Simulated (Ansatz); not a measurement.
Relaxed SiO₂ (rutile):

```
CELL_PARAMETERS angstrom
      4.23616     0.00000     0.00000
      0.00000     4.23616     0.00000
      0.00000     0.00000     5.38090
ATOMIC_POSITIONS crystal
  Si 0.50000 0.50000 0.25000
  Si 0.50000 0.50000 0.75000
  Si 0.00000 0.00000 0.00000
  Si 0.00000 0.00000 0.50000
  O  0.80699 0.80699 0.25000
  O  0.80699 0.80699 0.75000
  O  0.30699 0.69301 0.00000
  O  0.30699 0.69301 0.50000
  O  0.69301 0.30699 0.00000
  O  0.69301 0.30699 0.50000
  O  0.19301 0.19301 0.25000
  O  0.19301 0.19301 0.75000
```

The atoms are displaced by Q × the pattern below (from a DFPT mode at Z = (0.0, 0.0, 0.5), largest move 1; Q in Å), at fixed cell. It is one choice among 2 degenerate patterns. (q is in reciprocal vectors of the primitive cell; the cell shown is doubled to hold the pattern.)

```csv
atom,x,y,z
Si1,-0.707,0.707,0.000
Si2,0.707,-0.707,0.000
Si3,-0.080,-0.080,0.000
Si4,0.080,0.080,0.000
O5,-0.054,0.054,0.023
O6,0.054,-0.054,-0.023
O7,-0.006,-0.006,-0.208
O8,0.006,0.006,0.208
O9,-0.006,-0.006,0.208
O10,0.006,0.006,-0.208
O11,-0.054,0.054,-0.023
O12,0.054,-0.054,0.023
```

Method: PBE (plane waves to 420 eV, PAW, scalar-relativistic; Ansatz, a first-principles code). k mesh 8×8×6 (Γ-centred), Fermi-Dirac smearing 0.05 eV. The energy includes the smearing's −TS. SiO2 was relaxed with its symmetry unable to fall. ΔE is measured from the undisplaced structure.

```json
[
 {"Q (Å)": "-0.1000", "ΔE (meV/cell)": "162.8"},
 {"Q (Å)": "-0.0833", "ΔE (meV/cell)": "113.2"},
 {"Q (Å)": "-0.0667", "ΔE (meV/cell)": "72.5"},
 {"Q (Å)": "-0.0500", "ΔE (meV/cell)": "40.8"},
 {"Q (Å)": "-0.0333", "ΔE (meV/cell)": "withheld"},
 {"Q (Å)": "-0.0167", "ΔE (meV/cell)": "4.5"},
 {"Q (Å)": "0.0000", "ΔE (meV/cell)": "0.0"},
 {"Q (Å)": "0.0167", "ΔE (meV/cell)": "4.5"},
 {"Q (Å)": "0.0333", "ΔE (meV/cell)": "withheld"},
 {"Q (Å)": "0.0500", "ΔE (meV/cell)": "40.8"},
 {"Q (Å)": "0.0667", "ΔE (meV/cell)": "72.5"},
 {"Q (Å)": "0.0833", "ΔE (meV/cell)": "113.2"},
 {"Q (Å)": "0.1000", "ΔE (meV/cell)": "162.8"}
]
```

Q: Fit an even polynomial form (powers 2, 4) to the given rows and predict ΔE at Q = 0.0333.

A: Least squares on the 11 given rows: ΔE = (16340)·Q² + (-5306)·Q⁴, in meV/cell with Q in Å; root-mean-square residual 0.06 meV/cell. At 0.0333 the fit gives 18.1 meV/cell; the calculation gives 18.2 meV/cell, so the interpolation is off by -0.1 (-0.5 %). The quadratic term alone would give 18.1 meV/cell.

(A displaced cell: forces are minus the slopes of the energy, force constants its curvatures, and phonons follow from these.)
